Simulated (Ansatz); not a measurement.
ZnO (wurtzite): frozen-phonon scan

ZnO (wurtzite)

```xyz
8
Lattice="6.5592 0.0000 0.0000 -1.6398 2.8402 0.0000 3.2796 0.0000 5.2933" Properties=species:S:1:pos:R:3 pbc="T T T"
Zn     1.6398     0.9467     0.0114
Zn     4.9194     0.9467     0.0114
Zn     6.5592     1.8935     2.6580
Zn     3.2796     1.8935     2.6580
O      1.6398     0.9467     3.2980
O      4.9194     0.9467     3.2980
O      0.0000     1.8935     0.6513
O      3.2796     1.8935     0.6513
```

A phonon eigenvector at L = (0.5, 0.0, 0.5) is frozen into this cell: atom i moves by Q times the vector below, so Q is the largest atomic displacement, in Å. The cell is held. It is one choice among 2 degenerate patterns. (q is in reciprocal vectors of the primitive cell; the cell shown is doubled to hold the pattern.)

```tsv
atom	x	y	z
Zn1	0.075	-0.131	0.000
Zn2	-0.075	0.131	0.000
Zn3	0.087	-0.150	0.000
Zn4	-0.087	0.150	0.000
O5	-0.500	0.866	0.000
O6	0.500	-0.866	0.000
O7	-0.465	0.805	0.000
O8	0.465	-0.805	0.000
```

All values below come from PBE (plane waves to 420 eV, PAW, scalar-relativistic; Ansatz, a first-principles code). k mesh 12×12×12 (Γ-centred), Fermi-Dirac smearing 0.05 eV. E stands for the smeared free energy. Stress and pressure are positive under compression. ZnO was relaxed with its symmetry unable to fall. The zero of ΔE is the undisplaced structure.

| Q (Å) | ΔE (meV/cell) | P (GPa) | −dE/dQ from forces (eV/Å) |
|---|---|---|---|
| -0.180 | 731 | 3.63 | 8.449 |
| -0.150 | 502 | 2.50 | 6.877 |
| -0.120 | 318 | 1.59 | 5.393 |
| -0.090 | 177 | 0.89 | 3.982 |
| -0.060 | 78 | 0.40 | 2.624 |
| -0.030 | 20 | 0.10 | 1.303 |
| 0.000 | 0 | 0.00 | 0.000 |
| 0.030 | 20 | 0.10 | -1.303 |
| 0.060 | 78 | 0.40 | -2.624 |
| 0.090 | 177 | 0.89 | -3.982 |
| 0.120 | 318 | 1.59 | -5.393 |
| 0.150 | 502 | 2.50 | -6.877 |
| 0.180 | 731 | 3.63 | -8.449 |

What the scan shows:

| Item | Result |
|---|---|
| Energy at Q = 0.180 Å | 731 meV/cell |
| Space group of the distorted cell | Cc (No. 9), lowered from P6_3mc |
| Symmetry of the curve | even: the same for both signs |
| Shape of the curve | a single well with its minimum at or next to zero displacement |
| Harmonic wavenumber from the curvature (finite differences) | 421 cm⁻¹ |
| Wavenumber by perturbation theory (DFPT, on another k mesh) | 421 cm⁻¹ |

(For displaced atoms, the force is minus the slope of the energy, and its curvature is a force constant, which sets phonon frequencies.)
